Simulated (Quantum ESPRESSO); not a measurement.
B2GeN2O2, input and log of a self-consistent run

Computed values, not a measurement. The program is pw.x of Quantum ESPRESSO 7.5 (plane-wave density functional theory). The cell is made up: 7 atoms on a wurtzite lattice with one site empty, with randomly drawn elements, strain and displacements, not relaxed. PseudoDojo standard norm-conserving files (v0.5 for PBE, v0.4.1 for LDA and PBEsol) set the functional; there is no spin polarisation, spin-orbit coupling or dispersion term, and the masses in the input are unused placeholders.

Input:

```
&control calculation='scf', pseudo_dir='./dojo.nc.sr.pbe.v0_5.standard.upf', outdir='./o', disk_io='medium', tprnfor=.true., tstress=.true. /
&system ibrav=0, nat=7, ntyp=4, nbnd=27, ecutwfc=84.00895049, nosym=.true., tot_charge=0,
 occupations='smearing', smearing='fd', degauss=0.0018374661
/
&electrons conv_thr=7.350e-09, electron_maxstep=60, /
ATOMIC_SPECIES
B 1.0 B.upf
Ge 1.0 Ge.upf
N 1.0 N.upf
O 1.0 O.upf
CELL_PARAMETERS angstrom
2.7668 -0.0106 -0.0005
-0.0184 4.7159 0.0166
-0.0009 0.0157 4.4808
ATOMIC_POSITIONS angstrom
B 1.3549 2.4276 -0.0477
Ge 1.3752 0.7847 2.2032
B -0.0706 3.2432 2.3008
N 0.023 -0.0536 1.7078
O 1.3264 2.432 1.7496
O 1.4218 0.7511 3.9258
N 0.0123 3.1412 3.9916
K_POINTS automatic
6 4 4 1 1 1
```

The log is shortened where brackets say so; the opening notice, blank lines, dates and the lines on written files are dropped, and the path of the files is cut. It prints rydbergs, bohrs and kilobars, and counts compression as positive stress. With no partly filled state, the Fermi energy that it prints is only some level between the filled and the empty states on the mesh, and need not lie in the true gap.

```
     Program PWSCF v.7.5
     Parallel version (MPI & OpenMP), running on       1 processor cores
     Number of MPI processes:                 1
     Threads/MPI process:                     1
     [start-up lines left out]
     bravais-lattice index     =            0
     lattice parameter (alat)  =       5.2285  a.u.
     unit-cell volume          =     394.5324 (a.u.)^3
     number of atoms/cell      =            7
     number of atomic types    =            4
     number of electrons       =        42.00
     number of Kohn-Sham states=           27
     kinetic-energy cutoff     =      84.0090  Ry
     charge density cutoff     =     336.0358  Ry
     scf convergence threshold =      7.3E-09
     mixing beta               =       0.7000
     number of iterations used =            8  plain     mixing
     Exchange-correlation= PBE
                           (   1   4   3   4   0   0   0)
     [axes and pseudopotential details left out]
   Cartesian axes
     site n.     atom                  positions (alat units)
         1        B      tau(   1) = (   0.4896957   0.8773970  -0.0172400  )
         2        Ge     tau(   2) = (   0.4970326   0.2836108   0.7962931  )
         3        B      tau(   3) = (  -0.0255167   1.1721759   0.8315683  )
         4        N      tau(   4) = (   0.0083128  -0.0193724   0.6172428  )
         5        O      tau(   5) = (   0.4793951   0.8789873   0.6323504  )
         6        O      tau(   6) = (   0.5138751   0.2714668   1.4188850  )
         7        N      tau(   7) = (   0.0044455   1.1353104   1.4426669  )
     number of k points=    48  Fermi-Dirac smearing, width (Ry)=  0.0018
                       cart. coord. in units 2pi/alat
        k(    1) = (   0.0836290   0.0733930   0.0769451), wk =   0.0416667
        k(    2) = (   0.0836548   0.0728497   0.2313179), wk =   0.0416667
     [further k points left out]
     Dense  grid:    40991 G-vectors     FFT dimensions: (  32,  54,  50)
     Estimated max dynamical RAM per process >      49.30 MB
     Initial potential from superposition of free atoms
     starting charge      41.9987, renormalised to      42.0000
     Starting wfcs are   33 randomized atomic wfcs
     total cpu time spent up to now is        5.1 secs
     per-process dynamical memory:    38.5 Mb
     Self-consistent Calculation
     iteration #  1     ecut=    84.01 Ry     beta= 0.70
     Davidson diagonalization with overlap
     ethr =  1.00E-02,  avg # of iterations =  3.0
     total cpu time spent up to now is       15.2 secs
     total energy              =    -297.23398874 Ry
     estimated scf accuracy    <       1.56930730 Ry
     iteration #  2     ecut=    84.01 Ry     beta= 0.70
     Davidson diagonalization with overlap
     ethr =  3.74E-03,  avg # of iterations =  3.0
     total cpu time spent up to now is       25.0 secs
     total energy              =    -297.05538083 Ry
     estimated scf accuracy    <       3.41249107 Ry
     iteration #  3     ecut=    84.01 Ry     beta= 0.70
     Davidson diagonalization with overlap
     ethr =  3.74E-03,  avg # of iterations =  2.0
     total cpu time spent up to now is       35.1 secs
     total energy              =    -297.87789699 Ry
     estimated scf accuracy    <       0.37127828 Ry
     iteration #  4     ecut=    84.01 Ry     beta= 0.70
     Davidson diagonalization with overlap
     ethr =  8.84E-04,  avg # of iterations =  2.0
     total cpu time spent up to now is       45.4 secs
     total energy              =    -297.91244325 Ry
     estimated scf accuracy    <       0.05459903 Ry
     iteration #  5     ecut=    84.01 Ry     beta= 0.70
     Davidson diagonalization with overlap
     ethr =  1.30E-04,  avg # of iterations =  4.8
     total cpu time spent up to now is       55.1 secs
     total energy              =    -297.91491232 Ry
     estimated scf accuracy    <       0.00883341 Ry
     [iterations 6 to 8 left out]
     iteration #  9     ecut=    84.01 Ry     beta= 0.70
     Davidson diagonalization with overlap
     ethr =  1.64E-08,  avg # of iterations =  2.5
     total cpu time spent up to now is       96.1 secs
     total energy              =    -297.91664073 Ry
     estimated scf accuracy    <       0.00000260 Ry
     iteration # 10     ecut=    84.01 Ry     beta= 0.70
     Davidson diagonalization with overlap
     ethr =  6.19E-09,  avg # of iterations =  2.3
     total cpu time spent up to now is      104.3 secs
     total energy              =    -297.91664089 Ry
     estimated scf accuracy    <       0.00000081 Ry
     iteration # 11     ecut=    84.01 Ry     beta= 0.70
     Davidson diagonalization with overlap
     ethr =  1.93E-09,  avg # of iterations =  2.0
     total cpu time spent up to now is      111.7 secs
     total energy              =    -297.91664104 Ry
     estimated scf accuracy    <       0.00000004 Ry
     iteration # 12     ecut=    84.01 Ry     beta= 0.70
     Davidson diagonalization with overlap
     ethr =  9.33E-11,  avg # of iterations =  4.1
     total cpu time spent up to now is      123.1 secs
     total energy              =    -297.91664105 Ry
     estimated scf accuracy    <       0.00000002 Ry
     iteration # 13     ecut=    84.01 Ry     beta= 0.70
     Davidson diagonalization with overlap
     ethr =  3.91E-11,  avg # of iterations =  2.0
     total cpu time spent up to now is      134.9 secs
     End of self-consistent calculation
          k = 0.0836 0.0734 0.0769 (  5144 PWs)   bands (ev):
   -15.8903 -15.4606 -15.3515 -15.1406 -15.0479 -13.1182  -8.4234  -6.3792
    -4.8194  -1.0374   0.0426   1.9542   3.9973   4.7441   5.6954   6.2949
     6.5195   7.0244   8.9139  10.1617  10.6112  12.4310  14.7162  15.9803
    16.2242  17.2785  17.9002
     [levels at the other k points left out]
     the Fermi energy is    11.6096 ev
!    total energy              =    -297.91664105 Ry
     estimated scf accuracy    <          5.5E-10 Ry
     smearing contrib. (-TS)   =      -0.00000000 Ry
     internal energy E=F+TS    =    -297.91664105 Ry
     The total energy is F=E-TS. E is the sum of the following terms:
     one-electron contribution =    -111.55980421 Ry
     hartree contribution      =      85.92001519 Ry
     xc contribution           =     -77.72408280 Ry
     ewald contribution        =    -194.55276923 Ry
     convergence has been achieved in  13 iterations
     Forces acting on atoms (cartesian axes, Ry/au):
     atom    1 type  1   force =     0.01723609   -0.01323314   -0.12829114
     atom    2 type  2   force =     0.05855189   -0.09637362    0.14571201
     atom    3 type  1   force =     0.02586447    0.09182538    0.12591224
     atom    4 type  3   force =    -0.07793983   -0.20991854   -0.05153328
     atom    5 type  4   force =     0.01323507    0.18068257   -0.10606638
     atom    6 type  4   force =    -0.00613622    0.17385161    0.09833357
     atom    7 type  3   force =    -0.03081147   -0.12683426   -0.08406702
     Total force =     0.486556     Total SCF correction =     0.000061
     Computing stress (Cartesian axis) and pressure
          total   stress  (Ry/bohr**3)                   (kbar)     P=      100.39
   0.00126074   0.00011778   0.00010056          185.46       17.33       14.79
   0.00011778   0.00120613  -0.00011571           17.33      177.43      -17.02
   0.00010056  -0.00011571  -0.00041965           14.79      -17.02      -61.73
     init_run     :      4.78s CPU      4.97s WALL (       1 calls)
     electrons    :    122.50s CPU    129.80s WALL (       1 calls)
     forces       :      1.37s CPU      1.41s WALL (       1 calls)
     stress       :      5.39s CPU      5.44s WALL (       1 calls)
     [timing details left out]
     PWSCF        :   2m14.22s CPU   2m22.00s WALL
     JOB DONE.
```

In other units: free energy -4053.362 eV for the cell, pressure 10.04 GPa, largest force component 5.397 eV/Å. A rerun of a related cell, with the same atoms placed differently, at 1437 eV and a 8 x 6 x 6 mesh moved values by no more than 0.002 eV in energy, 0.05 GPa in stress and 0.003 eV/Å in force.